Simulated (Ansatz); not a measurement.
An Ansatz input:

```yaml
crystal:
  lattice:
    - [2.4566962336, 0.0, 0.0]
    - [-1.2283481168, 2.1275613477, 0.0]
    - [0.0, 0.0, 4.4717384793]
  atoms:
    - { symbol: Cr, position: [0.3333333333, 0.6666666667, 0.25], spin: 1.5 }
    - { symbol: Cr, position: [0.6666666667, 0.3333333333, 0.75], spin: 1.5 }
hamiltonian:
  xc: r2scan
  pseudopotentials:
    kind: paw
    azcp:
      Cr: "pseudopotentials/Cr.paw.azcp"
basis:
  ecutwfc: 500
  fft_grid_basis: typed
kpoints:
  mp_grid: { grid: [24, 24, 12], shift: [0, 0, 0] }
magnetization:
  spin_polarized: true
scf:
  occupations: { method: fermi_dirac, width: 0.05 }
```

Terminal output

```
Engine: ansatz 0.2.0, x86_64-unknown-linux-gnu
Pseudopotentials: kind: paw
Pseudopotential: Cr, paw, valence charge 14, recommended cutoff 500 eV (meta_gga) 
Functional definition: r2SCAN
  parameter k0 = 0.174
  parameter k1 = 0.065
  parameter a1 = 4.9479
  exchange = r2scan_x(k0 = k0, k1 = k1, a1 = a1)
  correlation = r2scan_c
Crystal: 2 atoms, lattice volume = 23.373 Å³
Basis set: ecut = 500 eV, 599 PW (Γ), exchange–correlation on 72×72×144 points (64 copies of the dense FFT grid, shifted against one another)
Bands: 20, of which v1, the nominal top of the filled ones, is band 14 counted from 1 (13 counted from 0)
Symmetry: 24 space group operations
Space group: P63/mmc (ITA 194), of the structure as read, at distance tolerance 2.9e-5 Å
Magnetic group: BNS 194.263 (UNI 1493), of the structure as read, at distance tolerance 2.9e-5 Å
k-points: 427 of 6912
Non-local potential: Cr, projectors of the file, l = 0: 3, l = 1: 2, l = 2: 3, l = 3: 1
PAW form: soft (Blöchl's): semilocal exchange-correlation on the pseudo side does not see the compensation charge
PAW frozen core: Cr, regenerated for the run's functional (the file was generated under x = pbe(κ = 0.804, μ = 0.2195149727645171), c = pbe(β = 0.06672455060314922))
PAW one-centre angular grid: Cr, 590 points (default); XC on 160 Gauss nodes
Initial density: superposition of atomic densities (chi_scale 0.1, normalization cell)
Starting moments: Σ|m| = 3 μB on 2 of 2 sites
Initial wavefunctions: pseudopotential atomic-orbital guess
Functional: x = r2scan, c = r2scan; τ floored in thin density (d = 2e-4 eV/Å³)
SCF iter   1: F=—  HF=-6767.349464 eV  |F-HF|=—  |Δ(HF+E_count)|=         —  Δρ=1.38e-1 (↑1.38e-1 ↓8.13e-2)  dr2=8.90e0  dr2_τ=3.81e-2  dr2_m=2.71e-1  M=2.107 μB ∫|m|=2.107 μB  β_m=1.00  ethr=3.10e-3  ⟨swp⟩=3.6  Hψ=60260  notcnv=0
Mixer restart at iter 1: flushing history
SCF iter   2: F=—  HF=-6764.289307 eV  |F-HF|=—  |Δ(HF+E_count)|=    3.06e0  Δρ=6.03e-2 (↑5.65e-2 ↓6.03e-2)  dr2=2.77e0  dr2_τ=2.91e-2  dr2_m=2.76e-3  M=1.980 μB ∫|m|=1.984 μB  β_m=0.57  ethr=3.10e-3  ⟨swp⟩=2.3  Hψ=38799  notcnv=0  defer=565  κ⁻¹=1.0e0(r=1)
SCF iter   3: F=—  HF=-6763.678017 eV  |F-HF|=—  |Δ(HF+E_count)|=   6.11e-1  Δρ=2.29e-2 (↑1.85e-2 ↓2.29e-2)  dr2=1.55e-1  dr2_τ=4.58e-3  dr2_m=2.84e-2  M=1.767 μB ∫|m|=1.784 μB  β_m=1.00  ethr=3.10e-3  ⟨swp⟩=2.1  Hψ=33443  notcnv=0  defer=562  κ⁻¹=3.1e-2(r=2)
SCF iter   4: F=—  HF=-6764.285124 eV  |F-HF|=—  |Δ(HF+E_count)|=         —  Δρ=6.56e-2 (↑6.56e-2 ↓6.29e-2)  dr2=5.44e-2  dr2_τ=3.01e-2  dr2_m=8.50e-1  M=0.300 μB ∫|m|=0.379 μB  β_m=1.00  ethr=5.54e-4  ⟨swp⟩=2.7  Hψ=34212  notcnv=0  defer=451
...
SCF iter  17: F=—  HF=-6763.974521 eV  |F-HF|=—  |Δ(HF+E_count)|=   1.74e-8  Δρ=2.16e-7 (↑1.63e-7 ↓2.16e-7)  dr2=1.74e-12  dr2_τ=4.50e-13  dr2_m=6.73e-12  M=0.000 μB ∫|m|=0.000 μB  β_m=1.00  ethr=1.00e-12  ⟨swp⟩=3.0  Hψ=33527  notcnv=0  defer=219  κ⁻¹=2.4e-6(r=8)
SCF iter  18: F=—  HF=-6763.974521 eV  |F-HF|=—  |Δ(HF+E_count)|=  5.02e-10  Δρ=5.63e-7 (↑5.01e-7 ↓5.63e-7)  dr2=8.78e-13  dr2_τ=2.11e-12  dr2_m=6.05e-11  M=0.000 μB ∫|m|=0.000 μB  β_m=1.00  ethr=1.00e-12  ⟨swp⟩=2.0  Hψ=53423  notcnv=0  κ⁻¹=5.4e-7(r=8)
SCF iter  19: F=—  HF=-6763.974521 eV  |F-HF|=—  |Δ(HF+E_count)|=  1.14e-10  Δρ=6.02e-7 (↑6.02e-7 ↓5.91e-7)  dr2=3.38e-13  dr2_τ=2.72e-12  dr2_m=7.60e-11  M=0.000 μB ∫|m|=0.000 μB  β_m=1.00  ethr=1.00e-12  ⟨swp⟩=2.0  Hψ=32488  notcnv=0  κ⁻¹=6.1e-7(r=8)
SCF iter  20: F=-6763.974521 eV  HF=-6763.974521 eV  |F-HF|=3.00e-11  |Δ(HF+E_count)|=  2.11e-10  Δρ=1.40e-7 (↑1.08e-7 ↓1.40e-7)  dr2=2.60e-13  dr2_τ=1.18e-13  dr2_m=3.22e-12  M=0.000 μB ∫|m|=0.000 μB  ethr=1.00e-12  ⟨swp⟩=2.0  Hψ=32514  notcnv=0
SCF 1 converged in 20 iterations: F = -6763.974521 eV  dr2 = 2.60e-13
WARN: the starting moments were not kept: the SCF closed with an absolute magnetisation of 3.6e-6 μB, where they sum to 3 μB in size (2 sites). That is at most 0.1 of that sum. Measured as dr2_m measures the in/out step, that magnetisation stands 3.9e-12 eV from none, at or under the dr2_threshold of 1.0e-7 eV: it is no larger than a step whose dr2_m would equal this threshold. The system may hold no moment; this SCF shows only that its start led to no more than that. To try another start: raise the starting moments (crystal.atoms[].spin, magnetization.per_species, magnetization.initial_magnetization, or on a non-collinear deck that types none of these the spinor_matrix: blocks that start its atoms; where the total moment is fixed, keep their sum and leave initial_magnetization as it is; typed ones take the place of any that the run laid by itself, positive ones on a crystal's lanthanoids without a Hubbard term where scf.initial_density.shell_occupations: [] is typed) or, if the notice of its spin-set hold's release reads "site moments contracting" or "site moments show no strong build", lengthen the hold (scf.mixing.spin_hold: { on: { confirm: 4 } }; for m-r²SCAN on two components see the key's manual first). Each may lead to a state that holds a moment. A second SCF, from the converged charge density, with the starting moments and any scf.initial_density.shell_occupations laid on it anew, would have followed, and was not run: the deck does not ask for one (magnetization.retry_lost_moments is false, the default). To let it run, set magnetization.retry_lost_moments: true and run the deck again, where that key's refused combinations let it; where memory then withholds it, that run's warning says so.
this state was not tested for a lower state beside it, because the mixer in use, unlike msr1, does not test its closes by its own steps (another_mixer; see scf.mixing.algorithm and scf.lower_state_search)
SCF converged after 20 iterations
Magnetization: 0.0000 μB (14.0000 up, 14.0000 down)
Absolute magnetization: 0.0000 μB (∫|ρ↑−ρ↓|, with the PAW one-centre terms)
Spin contamination: 0.0000 ħ² per cell (⟨S²⟩ above its minimum at these occupations)
Per-site moments (μB) at R_I (Å): [(7.468618975988359e-7, 1.0133871963649657), (7.46861897548897e-7, 1.0133871963649657)]
Free energy (F): -6763.974521 eV
Harris-Foulkes:  -6763.974521 eV  (|F-HF|=3.00e-11)
Internal energy: -6763.954679 eV  (E = F + TS)
E sigma→0 (E₀):  -6763.964600 eV
Entropy (-TS):   -0.019842 eV (-9.921 meV/atom)
Fermi energy:    18.975022 eV
--- Per-component energies (eV) ---
  E_band       = -327.434926
  E_kinetic    = 688.130235
  E_local      = -2384.095291  (includes V_loc(G=0)·N_el)
  E_nonlocal   = 158.515991
  E_hartree    = 1040.325744
  E_xc         = -275.775632
  E_vxc        = -401.422228  (∫ρ·V_xc dr)
  E_paw        = -2405.051993  (= ΣΔE_a)
  E_vpaw       = -494.607534  (= ΣTr[D̂ρ^β])
  E_aug_tail   = 0.000484  (compensation charges beyond the density's cutoff)
  E_vtau       = 25.391960  (kinetic-family band-sum trace: ∫τ·v_τ [+ j·A + Jᵃ·Aᵃ] dr)
  E_ewald      = -3585.459561
  E_core_change = -0.544655  (= ΣΔE_core)
  E_smearing   = -0.019842  (= −TS)
  E_closure    = 0.000000  (closes the sum)
  Σ components = -6763.974521   (vs F -6763.974521, Δ=0.00e0)
```

Launched by

```sh
ansatz run input.yaml --threads 1 --pin off --max-ram 3584MiB --backend cpu --events-out ev --progress --plain --runs-dir out
```

On 1 thread of Intel(R) Xeon(R) Platinum 8259CL CPU @ 2.50GHz (Skylake/Cascade Lake) (shared host) this took about 120 s of wall time and 120 s of CPU time.
